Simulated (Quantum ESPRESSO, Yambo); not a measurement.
For KScS2O8 (space group C2/m, No. 12), Yambo gives the independent-particle static dielectric constant along x as 2.82 on PBEsol bands and 2.34 after a scissor of 3.75 eV widens every gap (4×4×2 mesh, 149 bands, 3 Ry local-field block, 0.2 eV broadening). Axes are Cartesian, with cell vectors (Å) (4.27, -2.68, 0.00), (4.27, 2.68, 0.00), (-0.66, 0.00, 8.16).

Q: A scissor keeps the position matrix elements. In a one-oscillator model, how does ε − 1 scale, and what mean transition energy do the two values imply?

A: Each transition adds |r|²/E to ε − 1, so ε − 1 ∝ 1/(E0 + Δ). Then (2.34 − 1)/(2.82 − 1) = E0/(E0 + Δ) = 0.736, and E0 = Δ(ε' − 1)/(ε − ε') = 10.5 eV. The computed Im ε, weighted by 1/E up to 20 eV, has its mean at 10.3 eV; the smallest direct PBEsol gap is 4.25 eV. The scissor comes from a G0W0 run whose convergence isn't established. Convergence of the RPA response with its 4×4×2 mesh was not tested.

Bands from Quantum ESPRESSO.

Geometry of the Materials Project entry, not relaxed at this level; primitive cell a = b = 5.044 Å, c = 8.183 Å, α = β = 93.94°, γ = 64.31°.

The structure is a Materials Project entry; no match was found in the copy of COD used, and its stability was not checked.
